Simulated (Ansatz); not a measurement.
**Relaxation path: hcp Zr (0001), 3 layers**

DFT, PBE, PAW with Ansatz's default frozen-core files, scalar-relativistic (Ansatz 0.2.0); a Γ-centred 15×15×1 k mesh, Fermi–Dirac smearing of 0.08 eV, no spin polarisation. The run relaxes the atoms in the fixed cell.

Command: `ansatz run input.yaml --threads 2 --pin off --max-ram 4096MiB --backend cpu --events-out ev --progress --plain --runs-dir out` It took 12 s on 2 threads of Intel(R) Xeon(R) 6975P-C (Granite Rapids) (shared host), peak memory 0.5 GiB.

```yaml
crystal:
  lattice:
    - [3.2310992956, 0.0, 0.0]
    - [-1.6155496478, 2.7982140722, 0.0]
    - [0.0, 0.0, 18.1751]
  atoms:
    - { symbol: Zr, position: [0.0, 0.0, 0.3576311598] }
    - { symbol: Zr, position: [0.333333334, 0.666666666, 0.5] }
    - { symbol: Zr, position: [0.0, 0.0, 0.6423688402] }
kpoints:
  mp_grid: { grid: [15, 15, 1] }
scf:
  occupations: { method: fermi_dirac, width: 0.08 }
hamiltonian:
  xc: pbe
  pseudopotentials: { kind: paw }
output:
  forces: true
  stress: true
  eigenvalues: true
relax:
  f_tol: 0.01
  max_steps: 40
efield:
  axis: 3
  amplitude: 0
  dipole_correction: true
```

Each step lists its free energy a cell above the last geometry, and Cartesian positions (Å) with forces (eV/Å).

The first step:

```
step 1  dF = 35.24 meV
  Zr 0.0000 0.0000 6.5000   0.0000 0.0000 0.3523
  Zr 0.0000 1.8655 9.0876   0.0000 0.0000 0.0000
  Zr 0.0000 0.0000 11.6751   0.0000 0.0000 -0.3523
```

The cell is 1×1, so reconstructions are forbidden, and in slabs of four or five layers the relaxations can be far larger than at a real surface.

**Question.** Where does the relaxation end, and by which steps?

**Answer.** After 4 geometries, with a shortest distance of 3.113 Å. The further steps:
```
step 2  dF = 38.14 meV  (not accepted)
  Zr 0.0000 0.0000 6.6857   0.0000 0.0000 -0.4403
  Zr 0.0000 1.8655 9.0876   0.0000 0.0000 0.0000
  Zr 0.0000 0.0000 11.4894   0.0000 0.0000 0.4403
step 3  dF = 0.13 meV
  Zr 0.0000 0.0000 6.5898   0.0000 0.0000 0.0232
  Zr 0.0000 1.8655 9.0876   0.0000 0.0000 0.0000
  Zr 0.0000 0.0000 11.5853   0.0000 0.0000 -0.0232
step 4  dF = 0.00 meV
  Zr 0.0000 0.0000 6.5951   0.0000 0.0000 0.0007
  Zr 0.0000 1.8655 9.0876   0.0000 0.0000 0.0000
  Zr 0.0000 0.0000 11.5800   0.0000 0.0000 -0.0007
```
